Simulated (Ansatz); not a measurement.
Electric field gradients in WS₂

The cell is a structure deposited in the COD, ions relaxed with PBE at fixed cell.

Space group P6_3/mmc (No. 194); a = 3.1800, c = 12.5000 Å, γ = 120.00°.

```csv
site,Wyckoff,site symmetry,x,y,z
W,2c,-6m2,0.3333,0.6667,0.2500
S,4f,3m.,0.3333,0.6667,0.6245
```

One atom of each set is listed.

Computed with Ansatz: DFT, r2SCAN, plane waves and PAW, scalar-relativistic, collinear spin, 500 eV cutoff, Γ-centred 11×11×3 k-points, Fermi–Dirac smearing 0.02 eV. Start moments as typed (μB): 2 on each W, none on the rest.

C_Q = eQV_zz/h, which is 24.18 MHz for Q = 1 b and V_zz = 10²¹ V/m²; η = (V_xx − V_yy)/V_zz.

33S: I = 3/2, Q = -69.40 mb. Q values from Pyykkö, Mol. Phys. 116, 1328 (2018).

| site | atoms | first shell | V_zz (10²¹ V/m²) | η | C_Q (MHz) |
| --- | --- | --- | --- | --- | --- |
| W | 2 | 6 S at 2.41 Å | -17.45 | 0.00 | – |
| S | 4 | 3 W at 2.41 Å; also 7 S at 3.14–3.18 Å | -4.63 | 0.00 | 7.77 |

An axis of threefold or higher order runs through W and S, so V_zz lies along it and η is zero.

W has no stable isotope with a ground-state quadrupole moment in the table, so no C_Q is given.

The program didn't check the stability of this electronic state in full, so a lower one may lie near. Without spin–orbit coupling the gradients at and beside W can be off by some per cent, at some sites by more. The start moments die out, and the run ends without spin.

Hardware: 4 threads of AMD EPYC 7R43 64-Core Processor (Zen 3) (x86_64; 48 cores open to the job, memory cap 10.0 GiB, no GPU), a shared host with a load of 1.0 a core. Wall time 24 s, CPU time 83 s, peak memory 0.89 GiB.
